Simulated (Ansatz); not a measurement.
Data:

W:
```
W
1.0
    5.03231     0.00000     0.00000
    0.00000     5.03231     0.00000
    0.00000     0.00000     5.03231
W
8
Direct
  0.00000   0.00000   0.00000
  0.50000   0.50000   0.50000
  0.00000   0.50000   0.25000
  0.00000   0.50000   0.75000
  0.25000   0.00000   0.50000
  0.75000   0.00000   0.50000
  0.50000   0.75000   0.00000
  0.50000   0.25000   0.00000
```

This is the PBEsol-relaxed structure.

Q: All from the program Ansatz at the PBEsol level (PAW), unless another level is named. Estimate the Hill bulk and shear moduli.

A: 318 and 142 GPa.

Q: Give the highest zone-centre frequency.

A: 255 cm^-1.

Space group Pm-3n (A15 (β-W type)). The workflow started from an entry of the Crystallography Open Database (COD), which files this formula under 6 space groups. It is not the phase usual at ambient conditions (space group No. 229). Symmetry was held in the PBEsol relaxation; its stability against distortions is not shown here. No spin polarisation was allowed. As this level gives no gap, shear constants depend on the k-mesh and smearing (Fermi–Dirac, 0.1 eV here). As this level gives no gap, phonon frequencies hold no LO–TO term and depend on the k-mesh and smearing (Fermi–Dirac, 0.1 eV here). Spin–orbit coupling is left out wherever it is not named.

Potentials: the earlier of the program's two PAW sets. The files were generated under PBE; for other functionals the program regenerates the frozen cores, and for LDA and PBEsol the local potential too.
